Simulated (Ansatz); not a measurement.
The start is a relaxed Ti cell, doubled along one cell vector, shaken by Gaussian noise of σ = 0.08 Å a coordinate. The cell and all atomic positions are relaxed at zero pressure with PBE (plane waves to 420 eV, PAW, scalar-relativistic; Ansatz, an electronic-structure program). The first steps use a coarse 7×13×7 k-mesh.

Input geometry:
```yaml
crystal:
  lattice:
    - [5.87769, 0.00000, 0.00000]
    - [-1.46942, 2.54512, 0.00000]
    - [0.00000, 0.00000, 4.64997]
  atoms:
    - { symbol: Ti, position: [0.34963, 0.35860, 0.75875] }
    - { symbol: Ti, position: [0.82193, 0.32029, 0.70991] }
    - { symbol: Ti, position: [0.14629, 0.68311, 0.26379] }
    - { symbol: Ti, position: [0.65373, 0.69041, 0.24785] }
```

- Largest initial force = 1.12 eV/Å, on Ti2 (atoms numbered as listed)
- Relative to the parent = The parent structure is recovered, P6₃/mmc (No. 194)
- Shortest distances (start → end) = The closest pairs of elements (up to four, under 3.6 Å), start → end: Ti–Ti 2.65 → 2.88 Å
- Band gap at the end = no gap (metallic)
- Optimiser moves = 6

Final structure:

Space group P6₃/mmc (No. 194); a = 2.939 Å, b = 2.939 Å, c = 4.650 Å, α = 90.00°, β = 90.00°, γ = 120.00°

```json
[
 {"atom": "Ti", "site": "2d", "symmetry": "-6m2", "x": "0.6667", "y": "0.3333", "z": "0.2500"}
]
```

Final values are on a 18×18×10 k-mesh of the relaxed cell. No spin polarisation in the result.
